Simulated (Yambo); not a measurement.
Material: BN (space group P6_3/mmc, No. 194); a = 2.5054 Å, b = 2.5054 Å, c = 6.6103 Å, α = 90.00°, β = 90.00°, γ = 120.00° (4 atoms in the cell). Cell and atoms were relaxed with PBE+D3(BJ) from Materials Project entry mp-984, within its symmetry.

With PBEsol (Quantum ESPRESSO, PseudoDojo norm-conserving, 84 Ry, no spin-orbit coupling), the gap between the mesh's edge points (H → M) is 4.189 eV.

### Question
By how much does one-shot G0W0 (Yambo; 6×6×2 Γ-centred k mesh, 95 bands and a 10 Ry block in the screening, 95 bands in G with the Bruneval-Gonze terminator, plasmon pole fitted at 27.2 eV) open this gap, and what gap results?

### Answer
The correction is 1.577 eV, giving 5.765 eV, 1.4 times the PBEsol value.  Nearest settings tried, and what they do to the gap: 60 bands in W, 60 bands in G: -7 meV; 8 Ry block (95 vectors against 151): -77 meV. Not varied: mesh. So the settings aren't converged at that level.
